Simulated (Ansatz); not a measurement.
What DFT gives for K$_{4}$CrAs$_{2}$

```yaml
crystal:
  lattice:
    - [2.87247, 4.97526, 0.00000]
    - [-2.87247, 4.97526, 0.00000]
    - [0.00000, -3.31684, 8.69724]
  atoms:
    - { symbol: Cr, position: [0.00000, 0.00000, 0.00000] }
    - { symbol: K, position: [0.37615, 0.37615, 0.12845] }
    - { symbol: K, position: [0.62385, 0.62385, 0.87155] }
    - { symbol: As, position: [0.07985, 0.07985, 0.23955] }
    - { symbol: As, position: [0.92015, 0.92015, 0.76045] }
    - { symbol: K, position: [0.20833, 0.20833, 0.62499] }
    - { symbol: K, position: [0.79167, 0.79167, 0.37501] }
```

Level: PBE, no spin polarisation; 420 eV; 7×7×7 Γ-centred mesh; fermi-dirac occupations (width 0.1 eV); Ansatz 0.2.0, fixed geometry.

(1) Is the cell too large or too small?

(2) What do density and ELF say about some of the short contacts?

(3) What is the formation energy?

(4) What happens at the Fermi level?

(5) Which atom feels the largest force, and which way?

(6) Give the Bader charges.

Origin: a known structure type with other elements, at an estimated volume, so it need not be a known compound. Caveats: no spin polarisation, so a magnetic state may lie lower; atoms or cell far from equilibrium.

Results:

(1) The pressure is 4.1 GPa (compression positive), so with the atoms held at these fractions the cell would first expand; the forces are large, so a full relaxation may end otherwise. The principal stresses 0.8, 0.8, 10.7 GPa differ, so its shape would change too.

(2) Cr–As at 2.08 Å: least valence density 0.88 e/Å³ and ELF 0.45 there. K–As at 3.35 Å: least valence density 0.09 e/Å³ and ELF 0.09 there. K–Cr at 3.50 Å: least valence density 0.07 e/Å³ and ELF 0.07 there. These are pseudo-fields; inside the PAW spheres they differ from the all-electron ones.

(3) 0.12 eV an atom against the elements' usual phases (free molecules for gases, crystals otherwise, with no correction for O₂ or N₂), so at this geometry it isn't bound against them. Relaxing would lower it.

(4) It is a metal on this mesh, though the bands barely overlap, with about 8 states/eV a cell as the mean within 0.25 eV of the Fermi level, mostly Cr d (97 %).

(5) The largest is on As5 (and as large on other atoms): 3.90 eV/Å, components (0.00, 0.00, -3.90). It makes 180° with the line to a nearest neighbour, Cr1 at 2.08 Å, pointing away from it.

(6) Bader charges in e: K +0.69 to +0.73, Cr +0.09, As -1.47. In the mean K gives up most and As takes most.
